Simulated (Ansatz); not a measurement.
Input and command of a calculation in Ansatz (plane waves; scalar-relativistic PAW potentials unless the input names others):

```yaml
crystal:
  lattice:
    - [5.7317611782, 5.7317611782, 5.7317611782]
    - [5.7317611782, -5.7317611782, -5.7317611782]
    - [-5.7317611782, 5.7317611782, -5.7317611782]
  atoms:
    - { symbol: Zn, position: [0.25, 0.5, 0.25] }
    - { symbol: Zn, position: [0.5, 0.5, 0.0] }
    - { symbol: Zn, position: [0.25, 0.25, 0.5] }
    - { symbol: Zn, position: [0.75, 0.5, 0.75] }
    - { symbol: Zn, position: [0.5, 0.25, 0.25] }
    - { symbol: Zn, position: [0.0, 0.5, 0.5] }
    - { symbol: Zn, position: [0.75, 0.25, 0.0] }
    - { symbol: Zn, position: [0.25, 0.0, 0.75] }
    - { symbol: Zn, position: [0.5, 0.0, 0.5] }
    - { symbol: Zn, position: [0.0, 0.25, 0.75] }
    - { symbol: Zn, position: [0.25, 0.75, 0.0] }
    - { symbol: Zn, position: [0.75, 0.0, 0.25] }
    - { symbol: Zn, position: [0.0, 0.0, 0.0] }
    - { symbol: Zn, position: [0.5, 0.75, 0.75] }
    - { symbol: Zn, position: [0.75, 0.75, 0.5] }
    - { symbol: Zn, position: [0.0, 0.75, 0.25] }
    - { symbol: Se, position: [0.25, 0.75, 0.25] }
    - { symbol: Se, position: [0.5, 0.75, 0.0] }
    - { symbol: Se, position: [0.25, 0.5, 0.5] }
    - { symbol: Se, position: [0.75, 0.75, 0.75] }
    - { symbol: Se, position: [0.5, 0.5, 0.25] }
    - { symbol: Se, position: [0.0, 0.75, 0.5] }
    - { symbol: Se, position: [0.75, 0.5, 0.0] }
    - { symbol: Se, position: [0.25, 0.25, 0.75] }
    - { symbol: Se, position: [0.5, 0.25, 0.5] }
    - { symbol: Se, position: [0.0, 0.5, 0.75] }
    - { symbol: Se, position: [0.25, 0.0, 0.0] }
    - { symbol: Se, position: [0.75, 0.25, 0.25] }
    - { symbol: Se, position: [0.0, 0.25, 0.0] }
    - { symbol: Se, position: [0.5, 0.0, 0.75] }
    - { symbol: Se, position: [0.75, 0.0, 0.5] }
    - { symbol: Se, position: [0.0, 0.0, 0.25] }
basis:
  ecutwfc: 420
  xc_grid: 2
  ecutrho_ratio: 6
kpoints:
  mp_grid: { grid: [2, 2, 2], shift: [0.5, 0.5, 0.5] }
hamiltonian:
  xc: rpbe
  dispersion: d3bjatm
scf:
  occupations: { method: gaussian, width: 0.01 }
output:
  forces: true
  eigenvalues: true
  stress: true
```

```bash
ansatz run input.yaml --threads 4 --pin off --max-ram 8192MiB --backend cpu --events-out ev --progress --plain --runs-dir out
```

Abridged log:
```
Basis set: ecut = 420 eV, 14771 PW (Γ), exchange–correlation on 180×180×180 points (8 copies of the dense FFT grid, shifted against one another)
Bands: 269, of which v1, the nominal top of the filled ones, is band 224 counted from 1 (223 counted from 0)
Symmetry: 384 space group operations
k-points: 2 of 8 (time reversal used)
SCF iter   1: F=—  HF=-140853.853286 eV  |F-HF|=—  |Δ(HF+E_count)|=         —  Δρ=3.16e-3  dr2=3.46e-2  ethr=1.77e-3  ⟨swp⟩=6.0  Hψ=2028  notcnv=0  defer=13
SCF iter   2: F=—  HF=-140853.842652 eV  |F-HF|=—  |Δ(HF+E_count)|=   1.06e-2  Δρ=9.33e-4  dr2=4.94e-3  ethr=7.71e-6  ⟨swp⟩=2.0  Hψ=1078  notcnv=0  defer=80
SCF iter   3: F=—  HF=-140853.841491 eV  |F-HF|=—  |Δ(HF+E_count)|=   1.16e-3  Δρ=7.43e-4  dr2=2.55e-3  ethr=1.10e-6  ⟨swp⟩=2.0  Hψ=724  notcnv=0  defer=62
automatic band count: iteration 3 solves 260 bands in place of 269: the levels show a gap, and the empty bands left out lie too high to hold charge; the band table lists the bands solved (type scf.n_extra_bands for more)
SCF iter   4: F=—  HF=-140853.842530 eV  |F-HF|=—  |Δ(HF+E_count)|=   1.04e-3  Δρ=1.80e-4  dr2=3.44e-4  ethr=5.69e-7  ⟨swp⟩=3.0  Hψ=940  notcnv=0  defer=62
SCF iter   5: F=—  HF=-140853.842584 eV  |F-HF|=—  |Δ(HF+E_count)|=   5.39e-5  Δρ=7.50e-5  dr2=5.96e-5  ethr=7.68e-8  ⟨swp⟩=2.0  Hψ=906  notcnv=0  defer=62
SCF iter   6: F=—  HF=-140853.842555 eV  |F-HF|=—  |Δ(HF+E_count)|=   2.85e-5  Δρ=2.00e-5  dr2=4.78e-6  ethr=1.33e-8  ⟨swp⟩=2.0  Hψ=906  notcnv=0  defer=62
SCF iter   7: F=—  HF=-140853.842568 eV  |F-HF|=—  |Δ(HF+E_count)|=   1.33e-5  Δρ=8.02e-6  dr2=6.08e-7  ethr=1.07e-9  ⟨swp⟩=2.0  Hψ=906  notcnv=0  defer=62
SCF iter   8: F=-140853.842571 eV  HF=-140853.842571 eV  |F-HF|=6.24e-8  |Δ(HF+E_count)|=   2.42e-6  Δρ=1.36e-6  dr2=9.02e-9  ethr=2.23e-11  ⟨swp⟩=8.5  Hψ=2257  notcnv=0
SCF 1 converged in 8 iterations: F = -140853.842571 eV  dr2 = 9.02e-9
SCF converged after 8 iterations
Free energy (F): -140853.842571 eV
Harris-Foulkes:  -140853.842571 eV  (|F-HF|=6.24e-8)
Internal energy: -140853.842571 eV  (E = F + TS)
E sigma→0 (E₀):  -140853.842571 eV
Fermi energy:    7.589200 eV
  E_disp       = -37.555402  (pairwise vdW)
--- Forces (eV/Å), atoms counted from 1 ---
  atom   1  Zn     0.00000000     0.00000000     0.00000000
  atom   2  Zn     0.00000000     0.00000000     0.00000000
  atom   3  Zn     0.00000000     0.00000000     0.00000000
  atom   4  Zn     0.00000000     0.00000000     0.00000000
  atom   5  Zn     0.00000000     0.00000000     0.00000000
  atom   6  Zn     0.00000000     0.00000000     0.00000000
  atom   7  Zn     0.00000000     0.00000000     0.00000000
  atom   8  Zn     0.00000000     0.00000000     0.00000000
  atom   9  Zn     0.00000000     0.00000000     0.00000000
  atom  10  Zn     0.00000000     0.00000000     0.00000000
  atom  11  Zn     0.00000000     0.00000000     0.00000000
  atom  12  Zn     0.00000000     0.00000000     0.00000000
  atom  13  Zn     0.00000000     0.00000000     0.00000000
  atom  14  Zn     0.00000000     0.00000000     0.00000000
  atom  15  Zn     0.00000000     0.00000000     0.00000000
  atom  16  Zn     0.00000000     0.00000000     0.00000000
  atom  17  Se     0.00000000     0.00000000     0.00000000
  atom  18  Se     0.00000000     0.00000000     0.00000000
  atom  19  Se     0.00000000     0.00000000     0.00000000
  atom  20  Se     0.00000000     0.00000000     0.00000000
  atom  21  Se     0.00000000     0.00000000     0.00000000
  atom  22  Se     0.00000000     0.00000000     0.00000000
  atom  23  Se     0.00000000     0.00000000     0.00000000
  atom  24  Se     0.00000000     0.00000000     0.00000000
  atom  25  Se     0.00000000     0.00000000     0.00000000
  atom  26  Se     0.00000000     0.00000000     0.00000000
  atom  27  Se     0.00000000     0.00000000     0.00000000
  atom  28  Se     0.00000000     0.00000000     0.00000000
  atom  29  Se     0.00000000     0.00000000     0.00000000
  atom  30  Se     0.00000000     0.00000000     0.00000000
  atom  31  Se     0.00000000     0.00000000     0.00000000
  atom  32  Se     0.00000000     0.00000000     0.00000000
--- Stress (GPa, compression-positive) ---
       -6.687309       0.000000       0.000000
        0.000000      -6.687309       0.000000
        0.000000       0.000000      -6.687309
  P = ⅓ Tr σ = -6.6873 GPa (-66.873 kbar)
```

Apart from outputs and empty bands, the input differs from a reference run on usual settings in hamiltonian.dispersion: not typed → "d3bjatm"; basis.ecutrho_ratio: not typed → 6; hamiltonian.xc: "pbe" → "rpbe". The reference, at the same geometry, gave pressure 0.05 GPa, largest force 0.000 eV/Å, gap on the mesh 2.97 eV. This run converged in 8 SCF iterations (reference: 7) with a total energy on another zero, pressure -6.69 GPa, largest force 0.000 eV/Å, gap on the mesh 3.08 eV.

The run took 54 s on 4 threads of AMD EPYC (Zen 3), with other jobs on the host, peak memory 2.4 GiB.